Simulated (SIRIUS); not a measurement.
Band structure of Cu (Fm-3m, 1 atom in the cell; from Materials Project mp-30).

```xyz
1
Lattice="0.0000 1.7887 1.7887 1.7887 0.0000 1.7887 1.7887 1.7887 0.0000" Properties=species:S:1:pos:R:3 pbc="T T T"
Cu     0.0000     0.0000     0.0000
```

All values come from this method and carry its errors: PBE, PseudoDojo 0.5 standard norm-conserving PBE (tails mended) pseudopotentials (plane waves; SIRIUS).

Settings: parameters.ngridk = 22 22 22; parameters.xc_functionals = [XC_GGA_X_PBE, XC_GGA_C_PBE]; parameters.gk_cutoff = 9.592 1/bohr; parameters.pw_cutoff = 19.184 1/bohr; parameters.smearing = fermi_dirac; parameters.smearing_width = 0.00367493 Ha; potentials = PseudoDojo 0.5 standard norm-conserving PBE (tails mended) pseudopotentials; parameters.electronic_structure_method = pseudopotential; parameters.num_bands = 16; parameters.num_mag_dims = 0; parameters.num_dft_iter = 100; parameters.energy_tol = 1e-07 Ha; parameters.density_tol = 1e-06; mixer.type = anderson.

The structure comes from a collection of computed structures, made at another level of theory; the collection holds predicted forms beside known ones.

Points are given in units of this cell's reciprocal vectors. Levels in eV from the Fermi level, bands 6 to 13:
```json
[
 {"point": "Γ (0 0 0)", "6": "-3.10", "7": "-3.10", "8": "-3.10", "9": "-2.21", "10": "-2.21", "11": "22.84", "12": "25.67", "13": "25.67"},
 {"point": "X (0.5 0 0.5)", "6": "-4.59", "7": "-1.62", "8": "-1.45", "9": "-1.45", "10": "1.35", "11": "7.29", "12": "13.22", "13": "13.22"},
 {"point": "W (0.5 0.25 0.75)", "6": "-3.66", "7": "-3.66", "8": "-2.26", "9": "-1.45", "10": "6.25", "11": "6.25", "12": "8.43", "13": "8.98"},
 {"point": "K (0.375 0.375 0.75)", "6": "-4.23", "7": "-2.85", "8": "-2.07", "9": "-1.66", "10": "4.34", "11": "5.79", "12": "8.00", "13": "15.37"},
 {"point": "L (0.5 0.5 0.5)", "6": "-3.13", "7": "-3.13", "8": "-1.60", "9": "-1.60", "10": "-1.21", "11": "3.88", "12": "21.30", "13": "22.46"},
 {"point": "U (0.625 0.25 0.625)", "6": "-4.23", "7": "-2.85", "8": "-2.07", "9": "-1.66", "10": "4.34", "11": "5.79", "12": "8.00", "13": "15.37"}
]
```

1 band crosses the Fermi level along this path, so the cell has no gap at this level.

“Tails mended”: in these copies of the files the far tail of each local potential was reset to the Coulomb form.
